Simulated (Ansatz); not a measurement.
Starting cell, TiAl (CuAu type, space group P4/mmm):

```
TiAl
1.0
    5.64852     0.00000     0.00000
    0.00000     2.82426     0.00000
    0.00000     0.00000     4.07079
Al Ti
2 2
Direct
  0.25000   0.50000   0.50000
  0.75000   0.50000   0.50000
  0.00000   0.00000   0.00000
  0.50000   0.00000   0.00000
```

A phonon eigenvector at X = (0.5, 0.0, 0.0) is frozen into this cell: atom i moves by Q times the vector below, so Q is the largest atomic displacement, in Å. The cell is held. (q is in reciprocal vectors of the primitive cell; the cell shown is doubled to hold the pattern.)

```
atom       x      y      z
----  ------  -----  -----
Ti3    1.000  0.000  0.000
Ti4   -1.000  0.000  0.000
```

Atoms not listed stay in place.

These are PBE (plane waves to 420 eV, PAW, scalar-relativistic; Ansatz, a first-principles code) values and carry that method's errors. k mesh 8×16×12 (Γ-centred), Fermi-Dirac smearing 0.05 eV. The energy includes the smearing's −TS. Left out: 4 of 13 points, with atoms too close for the PAW data. With partly filled bands, energies and forces of such displacements shift with the k mesh and the smearing. TiAl is run without spin polarisation. TiAl was relaxed with its symmetry unable to fall. ΔE is measured from the undisplaced structure. The last digit holds for this mesh only.

```csv
Q (Å),ΔE (meV/cell)
-0.1867,443.7
-0.1400,withheld
-0.0933,108.5
-0.0467,27.2
0.0000,0.0
0.0467,27.2
0.0933,108.5
0.1400,withheld
0.1867,443.7
```

Fit an even polynomial form (powers 2, 4) to the given rows and predict ΔE at Q = 0.1400.

Least squares on the 7 given rows: ΔE = (12380)·Q² + (9926)·Q⁴, in meV/cell with Q in Å; root-mean-square residual 0.10 meV/cell. At 0.1400 the fit gives 246.5 meV/cell; the calculation gives 246.1 meV/cell, so the interpolation is off by 0.4 (+0.2 %). The quadratic term alone would give 242.6 meV/cell.

(A displaced cell: forces are minus the slopes of the energy, force constants its curvatures, and phonons follow from these.)
